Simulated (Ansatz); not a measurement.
input.yaml (Ansatz)

```yaml
crystal:
  lattice:
    - [14.0, 0.0, 0.0]
    - [0.0, 14.4, 0.0]
    - [0.0, 0.0, 14.8]
  atoms:
    - { symbol: Te, position: [0.5, 0.5, 0.5], spin: 2.0 }
  symmetry: { detect: false, time_reversal: true }
hamiltonian:
  xc: r2scan
  pseudopotentials:
    kind: paw
    azcp:
      Te: "pseudopotentials/Te.paw.azcp"
basis:
  ecutwfc: 500
  fft_grid_basis: typed
kpoints:
  mp_grid: { grid: [1, 1, 1], shift: [0, 0, 0] }
magnetization:
  spin_polarized: true
scf:
  occupations: { method: fermi_dirac, width: 0.01 }
```

Output

```
Engine: ansatz 0.2.0, aarch64-unknown-linux-gnu
Pseudopotentials: kind: paw
Pseudopotential: Te, paw, valence charge 16, recommended cutoff 500 eV (meta_gga) 
Functional definition: r2SCAN
  parameter k0 = 0.174
  parameter k1 = 0.065
  parameter a1 = 4.9479
  exchange = r2scan_x(k0 = k0, k1 = k1, a1 = a1)
  correlation = r2scan_c
Crystal: 1 atoms, lattice volume = 2983.680 Å³
Basis set: ecut = 500 eV, 75747 PW (Γ), exchange–correlation on 432×432×432 points (64 copies of the dense FFT grid, shifted against one another)
Bands: 13, of which v1, the nominal top of the filled ones, is band 8 counted from 1 (7 counted from 0)
Symmetry: 1 space group operations
k-points: 1
Non-local potential: Te, projectors of the file, l = 0: 2, l = 1: 2, l = 2: 2, l = 3: 2
PAW form: soft (Blöchl's): semilocal exchange-correlation on the pseudo side does not see the compensation charge
PAW frozen core: Te, regenerated for the run's functional (the file was generated under x = pbe(κ = 0.804, μ = 0.2195149727645171), c = pbe(β = 0.06672455060314922))
PAW one-centre angular grid: Te, 590 points (default); XC on 160 Gauss nodes
Initial density: superposition of atomic densities (neutral atoms: chi_scale 0, normalization atom)
Starting moments: Σ|m| = 2 μB on 1 of 1 site
Initial wavefunctions: pseudopotential atomic-orbital guess
Functional: x = r2scan, c = r2scan; τ floored in thin density (d = 2e-4 eV/Å³)
iter 1 solved again at ethr=6.80e-6 eV; its pass at ethr=3.10e-3 eV (dr2=1.09e-3 eV) is discarded
SCF iter   1: F=—  HF=-6991.490247 eV  |F-HF|=—  |Δ(HF+E_count)|=         —  Δρ=9.15e-3 (↑9.15e-3 ↓9.13e-3)  dr2=1.14e-3  dr2_τ=3.66e-3  dr2_m=2.29e0  M=2.000 μB ∫|m|=2.000 μB  β_m=0.30  ethr=6.80e-6  ⟨swp⟩=5.0  Hψ=247  notcnv=0
spin=Collinear: Resta preconditioning applied to the charge; magnetization (m = ρ↑ − ρ↓) channel mixes plain (no charge-response kernel on spin).
SCF iter   2: F=—  HF=-6991.841215 eV  |F-HF|=—  |Δ(HF+E_count)|=   3.51e-1  Δρ=6.50e-3 (↑6.50e-3 ↓6.49e-3)  dr2=7.71e-4  dr2_τ=1.76e-3  dr2_m=1.15e0  M=2.000 μB ∫|m|=2.000 μB  β_m=1.00  ethr=6.80e-6  ⟨swp⟩=7.5  Hψ=93  notcnv=0  κ⁻¹=1.0e0(r=1)
spin-set hold released at iteration 2 (site moments show no strong build): the magnetisation degrees of freedom join the quasi-Newton model from the next iteration; the mixer history was kept
SCF iter   3: F=—  HF=-6991.702582 eV  |F-HF|=—  |Δ(HF+E_count)|=   1.39e-1  Δρ=1.50e-3 (↑2.74e-4 ↓1.50e-3)  dr2=9.79e-2  dr2_τ=8.41e-5  dr2_m=1.63e-2  M=2.000 μB ∫|m|=2.000 μB  β_m=1.20  ethr=4.82e-6  ⟨swp⟩=9.0  Hψ=117  notcnv=0  κ⁻¹=1.2e-2(r=2)
SCF iter   4: F=—  HF=-6992.316126 eV  |F-HF|=—  |Δ(HF+E_count)|=   6.14e-1  Δρ=2.67e-3 (↑1.31e-4 ↓2.67e-3)  dr2=3.43e-1  dr2_τ=1.99e-4  dr2_m=4.45e-2  M=2.000 μB ∫|m|=2.008 μB  β_m=1.20  ethr=4.82e-6  ⟨swp⟩=7.5  Hψ=111  notcnv=0  κ⁻¹=4.7e-3(r=3)
SCF iter   5: F=—  HF=-6991.821181 eV  |F-HF|=—  |Δ(HF+E_count)|=   4.95e-1  Δρ=2.71e-3 (↑1.10e-4 ↓2.71e-3)  dr2=3.38e-1  dr2_τ=2.10e-4  dr2_m=4.75e-2  M=2.000 μB ∫|m|=2.006 μB  β_m=1.20  ethr=4.82e-6  ⟨swp⟩=8.0  Hψ=107  notcnv=0  κ⁻¹=2.5e-3(r=4)
SCF iter   6: F=—  HF=-6991.334885 eV  |F-HF|=—  |Δ(HF+E_count)|=   4.86e-1  Δρ=2.47e-3 (↑6.25e-5 ↓2.47e-3)  dr2=2.71e-1  dr2_τ=1.82e-4  dr2_m=4.10e-2  M=2.000 μB ∫|m|=2.002 μB  β_m=1.20  ethr=4.82e-6  ⟨swp⟩=4.5  Hψ=86  notcnv=0  κ⁻¹=2.9e-4(r=5)
SCF iter   7: F=—  HF=-6990.536306 eV  |F-HF|=—  |Δ(HF+E_count)|=   7.99e-1  Δρ=2.49e-3 (↑1.01e-4 ↓2.49e-3)  dr2=2.69e-1  dr2_τ=1.97e-4  dr2_m=4.24e-2  M=2.000 μB ∫|m|=2.008 μB  β_m=1.20  ethr=4.82e-6  ⟨swp⟩=6.5  Hψ=96  notcnv=0  κ⁻¹=4.5e-3(r=4)
SCF iter   8: F=—  HF=-6991.935224 eV  |F-HF|=—  |Δ(HF+E_count)|=    1.40e0  Δρ=2.38e-3 (↑2.42e-4 ↓2.38e-3)  dr2=2.17e-1  dr2_τ=3.78e-4  dr2_m=4.42e-2  M=2.000 μB ∫|m|=2.005 μB  β_m=1.20  ethr=4.82e-6  ⟨swp⟩=7.5  Hψ=117  notcnv=0
Mixer restart at iter 8: flushing history
SCF iter   9: F=—  HF=-6992.372860 eV  |F-HF|=—  |Δ(HF+E_count)|=   4.38e-1  Δρ=7.55e-4 (↑6.13e-4 ↓7.55e-4)  dr2=8.49e-2  dr2_τ=6.87e-5  dr2_m=3.23e-4  M=2.000 μB ∫|m|=2.040 μB  β_m=1.20  ethr=4.82e-6  ⟨swp⟩=10.0  Hψ=125  notcnv=0  κ⁻¹=1.0e0(r=1)
SCF iter  10: F=—  HF=-6992.499299 eV  |F-HF|=—  |Δ(HF+E_count)|=   1.26e-1  Δρ=2.75e-4 (↑2.75e-4 ↓2.25e-4)  dr2=1.23e-2  dr2_τ=1.67e-5  dr2_m=1.20e-4  M=2.000 μB ∫|m|=2.047 μB  β_m=1.20  ethr=4.82e-6  ⟨swp⟩=8.5  Hψ=102  notcnv=0  defer=2  κ⁻¹=1.4e-1(r=2)
SCF iter  11: F=—  HF=-6992.548506 eV  |F-HF|=—  |Δ(HF+E_count)|=   4.92e-2  Δρ=4.55e-5 (↑3.34e-5 ↓4.55e-5)  dr2=1.64e-4  dr2_τ=5.59e-7  dr2_m=1.78e-5  M=2.000 μB ∫|m|=2.045 μB  β_m=1.20  ethr=4.82e-6  ⟨swp⟩=8.5  Hψ=80  notcnv=0  defer=2  κ⁻¹=6.3e-3(r=3)
SCF iter  12: F=—  HF=-6992.551085 eV  |F-HF|=—  |Δ(HF+E_count)|=   2.58e-3  Δρ=2.50e-5 (↑2.45e-5 ↓2.50e-5)  dr2=7.92e-5  dr2_τ=2.54e-7  dr2_m=5.64e-7  M=2.000 μB ∫|m|=2.044 μB  β_m=1.20  ethr=1.03e-6  ⟨swp⟩=6.0  Hψ=71  notcnv=0  defer=2  κ⁻¹=2.4e-4(r=4)
SCF iter  13: F=—  HF=-6992.553090 eV  |F-HF|=—  |Δ(HF+E_count)|=   2.01e-3  Δρ=8.83e-6 (↑8.83e-6 ↓6.81e-6)  dr2=8.33e-6  dr2_τ=2.65e-8  dr2_m=3.44e-7  M=2.000 μB ∫|m|=2.044 μB  β_m=1.20  ethr=4.95e-7  ⟨swp⟩=6.5  Hψ=71  notcnv=0  defer=2  κ⁻¹=5.7e-5(r=5)
SCF iter  14: F=—  HF=-6992.553241 eV  |F-HF|=—  |Δ(HF+E_count)|=   1.51e-4  Δρ=2.53e-6 (↑2.16e-6 ↓2.53e-6)  dr2=1.03e-6  dr2_τ=2.17e-9  dr2_m=1.06e-8  M=2.000 μB ∫|m|=2.044 μB  β_m=1.20  ethr=5.20e-8  ⟨swp⟩=3.0  Hψ=57  notcnv=0  defer=2  κ⁻¹=1.2e-5(r=6)
SCF iter  15: F=—  HF=-6992.553243 eV  |F-HF|=—  |Δ(HF+E_count)|=   1.91e-6  Δρ=8.30e-7 (↑7.36e-7 ↓8.30e-7)  dr2=4.82e-8  dr2_τ=3.44e-10  dr2_m=1.62e-9  M=2.000 μB ∫|m|=2.044 μB  β_m=1.20  ethr=6.25e-10  ⟨swp⟩=2.0  Hψ=86  notcnv=0  κ⁻¹=9.4e-7(r=7)
SCF iter  16: F=—  HF=-6992.553244 eV  |F-HF|=—  |Δ(HF+E_count)|=   1.17e-6  Δρ=5.56e-7 (↑4.83e-7 ↓5.56e-7)  dr2=1.65e-8  dr2_τ=1.08e-10  dr2_m=3.50e-10  M=2.000 μB ∫|m|=2.044 μB  β_m=1.20  ethr=3.01e-10  ⟨swp⟩=3.0  Hψ=57  notcnv=0  κ⁻¹=6.6e-8(r=8)
SCF iter  17: F=—  HF=-6992.553245 eV  |F-HF|=—  |Δ(HF+E_count)|=   8.20e-7  Δρ=4.63e-7 (↑2.71e-7 ↓4.63e-7)  dr2=1.32e-8  dr2_τ=3.72e-11  dr2_m=5.37e-10  M=2.000 μB ∫|m|=2.044 μB  β_m=1.20  ethr=1.03e-10  ⟨swp⟩=3.5  Hψ=57  notcnv=0  κ⁻¹=2.7e-8(r=8)
SCF iter  18: F=—  HF=-6992.553245 eV  |F-HF|=—  |Δ(HF+E_count)|=   9.38e-8  Δρ=4.45e-7 (↑2.46e-7 ↓4.45e-7)  dr2=1.37e-8  dr2_τ=2.79e-11  dr2_m=4.75e-10  M=2.000 μB ∫|m|=2.044 μB  β_m=1.20  ethr=8.22e-11  ⟨swp⟩=3.0  Hψ=52  notcnv=0  κ⁻¹=4.3e-9(r=8)
SCF iter  19: F=—  HF=-6992.553245 eV  |F-HF|=—  |Δ(HF+E_count)|=   4.11e-9  Δρ=4.38e-7 (↑2.48e-7 ↓4.38e-7)  dr2=1.34e-8  dr2_τ=2.75e-11  dr2_m=4.53e-10  M=2.000 μB ∫|m|=2.044 μB  β_m=1.20  ethr=8.22e-11  ⟨swp⟩=3.0  Hψ=45  notcnv=0  κ⁻¹=1.0e-7(r=8)
SCF iter  20: F=-6992.553245 eV  HF=-6992.553245 eV  |F-HF|=8.83e-8  |Δ(HF+E_count)|=   2.24e-7  Δρ=3.63e-7 (↑1.83e-7 ↓3.63e-7)  dr2=1.05e-8  dr2_τ=2.71e-11  dr2_m=4.26e-10  M=2.000 μB ∫|m|=2.044 μB  ethr=8.22e-11  ⟨swp⟩=4.0  Hψ=72  notcnv=0
SCF 1 converged in 20 iterations: F = -6992.553245 eV  dr2 = 1.05e-8
at 1 of the mixer's solves, the last at iteration 7, it left a direction of its history that read negative out of its fit and stepped the other way along it
this state was not tested for a lower state beside it, because the mixer in use, unlike msr1, does not test its closes by its own steps (another_mixer; see scf.mixing.algorithm and scf.lower_state_search)
SCF converged after 20 iterations
Magnetization: 2.0000 μB (9.0000 up, 7.0000 down)
Absolute magnetization: 2.0520 μB (∫|ρ↑−ρ↓|, with the PAW one-centre terms)
Spin contamination: 0.0067 ħ² per cell (⟨S²⟩ above its minimum at these occupations)
Per-site moments (μB) at R_I (Å): [(2.000000225619761, 5.775)]
Free energy (F): -6992.553245 eV
Harris-Foulkes:  -6992.553245 eV  (|F-HF|=8.83e-8)
Internal energy: -6992.553245 eV  (E = F + TS)
E sigma→0 (E₀):  -6992.553245 eV
Fermi energy:    -4.910581 eV
--- Per-component energies (eV) ---
  E_band       = -479.869925
  E_kinetic    = 178.976045
  E_local      = -3542.690572  (includes V_loc(G=0)·N_el)
  E_nonlocal   = -310.588216
  E_hartree    = 1843.921052
  E_xc         = -113.216031
  E_vxc        = -109.674665  (∫ρ·V_xc dr)
  E_paw        = -4686.266697  (= ΣΔE_a)
  E_vpaw       = -391.363704  (= ΣTr[D̂ρ^β])
  E_aug_tail   = -0.000038  (compensation charges beyond the density's cutoff)
  E_vtau       = 7.629310  (kinetic-family band-sum trace: ∫τ·v_τ [+ j·A + Jᵃ·Aᵃ] dr)
  E_ewald      = -362.973644
  E_core_change = 0.284855  (= ΣΔE_core)
  E_smearing   = -0.000000  (= −TS)
  E_closure    = -0.000000  (closes the sum)
  Σ components = -6992.553245   (vs F -6992.553245, Δ=0.00e0)
--- Band table (eV) ---
  k-point 0 ↑: bands = ["-42.7801", "-42.7801", "-42.3650", "-42.3650", "-42.2319", "-16.1867", "-7.0948", "-7.0948", "-5.9056", "-0.0330", "0.6197", "0.7722", "0.7900"]
  k-point 0 ↓: bands = ["-42.4896", "-42.4896", "-42.2066", "-42.2066", "-42.1110", "-14.2086", "-5.3540", "-4.4602", "-4.4602", "0.1651", "0.8219", "0.8740", "0.9123"]
```
